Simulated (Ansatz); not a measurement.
## Phonons of ZrSi3 in the AuCu3-type structure

The computed numbers are results of PBEsol, scalar-relativistic (no spin polarisation) in the plane-wave PAW code Ansatz at 420 eV, Gaussian smearing of 0.15 eV. The datasets are Ansatz's generated set soft_2.

```yaml
crystal:
  lattice:
    - [3.95065, 0.00000, 0.00000]
    - [0.00000, 3.95065, 0.00000]
    - [0.00000, 0.00000, 3.95065]
  atoms:
    - { symbol: Zr, position: [0.00000, 0.00000, 0.00000] }
    - { symbol: Si, position: [0.00000, 0.50000, 0.50000] }
    - { symbol: Si, position: [0.50000, 0.50000, 0.00000] }
    - { symbol: Si, position: [0.50000, 0.00000, 0.50000] }
```

The start was a prototype's sites filled with these elements, not a measured cell.

Force constants come from finite displacements in a 2×2×2 supercell (the unit cell's 8×8×8 k-mesh, folded to it); the long-range dipole term is not included. Points in reciprocal vectors of this cell: Γ = (0.000, 0.000, 0.000), X = (0.000, 0.500, 0.000), M = (0.500, 0.500, 0.000), R = (0.500, 0.500, 0.500).

Frequencies at the named points (cm⁻¹, imaginary ones negative):
```tsv
point	ω (cm⁻¹)
Γ	-92 -92 -92 0 0 0 261 261 261 289 289 289
X	49 75 75 78 78 118 273 273 279 280 280 286
M	-91 -91 -55 43 115 136 266 280 280 299 299 301
R	-163 -163 -163 -57 -57 119 260 260 260 326 326 326
```

**Question.** Is the structure dynamically stable along this path, and where does the spectrum end?

**Answer.** No: a branch is imaginary, down to 163i cm⁻¹ at R. The highest frequency is 326 cm⁻¹, at R. Points that don't fit the supercell are interpolated.

The crystal is a metal or nearly so; low and unstable modes depend on mesh and smearing.

Cost: 25 s on 4 threads of AMD EPYC 9R45 96-Core Processor (Zen 5) (shared host), peak memory 2.3 GiB.
